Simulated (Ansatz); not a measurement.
# GaN (F-43m): elastic constants by finite strains

Level of theory: LDA, all-electron LAPW in Ansatz 0.2.0, scalar-relativistic.

The cell comes from a PAW relaxation under the same functional.

The structure is one entry of a database and needn't be the stable phase.

Launched as:

```sh
ansatz run input.yaml --threads 1 --pin off --max-ram 2560MiB --backend cpu --events-out ev --progress --plain --runs-dir out
```

Input file:

```yaml
crystal:
  lattice:
    - [0.0, 2.22770524019, 2.22770524019]
    - [2.22770524019, 0.0, 2.22770524019]
    - [2.22770524019, 2.22770524019, 0.0]
  atoms:
    - { symbol: Ga, position: [0.0, 0.0, 0.0] }
    - { symbol: "N", position: [0.25, 0.25, 0.25] }
kpoints:
  mp_grid: { grid: [8, 8, 8] }
scf:
  occupations: { method: fixed }
hamiltonian:
  xc: lda
  pseudopotentials: { kind: all_electron, lapw: { basis_error: 0.001 } }
elastic:
  mode: relaxed_ion
  stencil: two_point
  amplitude: 0.003
```

Output:

```
Warning: RAYON_NUM_THREADS=1 ignored (pool sized by the plan → 1); use --threads N
LAPW: plane waves up to 11.003 Å⁻¹, error target 1.0e-3 eV per atom; small_component_spin mean_spin; N in spheres of 0.818 Å, 7 of its electrons in bands, Dirac shells []; Ga in spheres of 1.054 Å, 21 of its electrons in bands, ...
Engine: ansatz 0.2.0, aarch64-unknown-linux-gnu
Pseudopotentials: kind: all_electron
Pseudopotential: Ga, LAPW, valence charge 21, lapw/all_electron/scalar/gaussian/Ga, Koelling and Harmon's equation, gaussian nucleus
Pseudopotential: N, LAPW, valence charge 7, lapw/all_electron/scalar/gaussian/N, Koelling and Harmon's equation, gaussian nucleus
Functional definition: SPW92
  exchange = slater_x
  correlation = pw_c
davidson cushion auto → on  (no smearing: the cushion is to keep the highest requested band from converging to the state above it; pin scf.eigensolver.cushion to override)
Crystal: 2 atoms, lattice volume = 22.111 Å³
Basis set: ecut = 461.2794018159614 eV, 531 PW (Γ), exchange–correlation at level 2
Bands: 18, of which v1, the nominal top of the filled ones, is band 14 counted from 1 (13 counted from 0)
Symmetry: 24 space group operations
[... 159 lines left out ...]
         0.000     -0.000      0.000      0.000     -0.000    161.132
  reference stress σ⁰ (GPa):     -0.193     -0.193     -0.193     -0.000     -0.000     -0.000
  no Pulay correction (none for the plane-wave cutoff is built on LAPW): the batch's stresses and constants are at fixed plane waves
  C* (energy form; C + prestress term) asymmetry max|C*_kj − C*_jk| = 8.527e-14 GPa — a small one proves nothing (zero by symmetry where the batch's group is 432, −43m or m−3m); a large one is finite-difference/SCF noise where ...
  moduli (Voigt/Reuss/Hill, GPa): K = 203.11/203.11/203.11   G = 122.79/101.50/112.14   E = 284.14   ν = 0.267
  mechanically stable: yes (min eigenvalue of sym C = 130.54 GPa)
  where every solve meets its electron count the energy-path curvature estimates C_jj along a normal strain and C_jj − ¼(σ⁰_aa + σ⁰_bb) along a shear (ab), closely only under elastic.basis: deformed
  strain η (Voigt 11):  stress-route row diagonal C_11 = 290.14 GPa, energy-path curvature d²(F+E_count)/dδ²/Ω₀ = 290.14 GPa
         δ    σ_11 (GPa)             F (eV)   n_scf  n_hpsi   n_pw
    -3.000e-3      -1.0655      -54305.1908634       8   34215    531   relax 0 steps, max|allowed force component| 5.55e-17 eV/Å
     3.000e-3       0.6753      -54305.1910237       8   34166    531   relax 0 steps, max|allowed force component| 5.55e-17 eV/Å
  strain η (Voigt 23):  stress-route row diagonal C_44 = 161.13 GPa, energy-path curvature d²(F+E_count)/dδ²/Ω₀ = 161.23 GPa
         δ    σ_23 (GPa)             F (eV)   n_scf  n_hpsi   n_pw
    -3.000e-3      -0.4834      -54305.1910236       2   12293    531   relax 3 steps, max|allowed force component| 2.29e-7 eV/Å
     3.000e-3       0.4834      -54305.1910236       2   12297    531   relax 2 steps, max|allowed force component| 9.58e-8 eV/Å
```

The calculation finished and met its thresholds.

**Elastic moduli**

Elastic constants of a crystal by Kohn-Sham DFT: slopes of the stress over finite engineering strains of the given cell, Voigt indices, Cartesian axes as in the input; Hill averages of a grain aggregate, Debye temperature from the mean sound speed over directions.

```
Bulk modulus                     : 203.1 GPa
Shear modulus                    : 112.1 GPa
Young modulus                    : 284.1 GPa
Poisson ratio                    : 0.2668
Bulk over shear modulus          : 1.811
Elastic anisotropy index         : 1.049
Least young modulus              : 176.9 GPa
Largest young modulus            : 382.3 GPa
Longitudinal sound speed         : 7489 m/s
Transverse sound speed           : 4223 m/s
Elastic debye temperature        : 618.4 K
Linear compressibility (x, y, z) : 1.641, 1.641, 1.641 1/TPa
Zener ratio                      : 2.469
Cauchy pressure                  : -1.53 GPa
```

Strained cells:

Stress of each strained cell less that at rest, tension positive.

| strain component | strain | stress xx (GPa) | stress yy (GPa) | stress zz (GPa) | stress yz (GPa) | stress xz (GPa) | stress xy (GPa) | relaxation steps |
| --- | --- | --- | --- | --- | --- | --- | --- | --- |
| xx | -0.003 | -0.8726 | -0.4841 | -0.4841 | 0 | 0 | 0 | 0 |
| xx | 0.003 | 0.8682 | 0.4735 | 0.4735 | 0 | 0 | 0 | 0 |
| yz | -0.003 | 0.0001 | -0.0008 | -0.0008 | -0.4834 | 0 | 0 | 3 |
| yz | 0.003 | 0.0001 | -0.0008 | -0.0008 | 0.4834 | 0 | 0 | 2 |

Elastic constants:

- Pressure at rest: 0.193 GPa
- Least elastic eigenvalue: 130.5 GPa
- Elastically stable: yes

```csv
index,elastic (GPa)
11,290.1
12,159.6
44,161.1
```

Known limits: constants at zero field, no piezoelectric stiffening; this zinc-blende form is metastable at ambient conditions.

It took 3.2 min on 1 thread of Arm Neoverse V1, with other jobs on the host, peak memory 0.41 GiB.
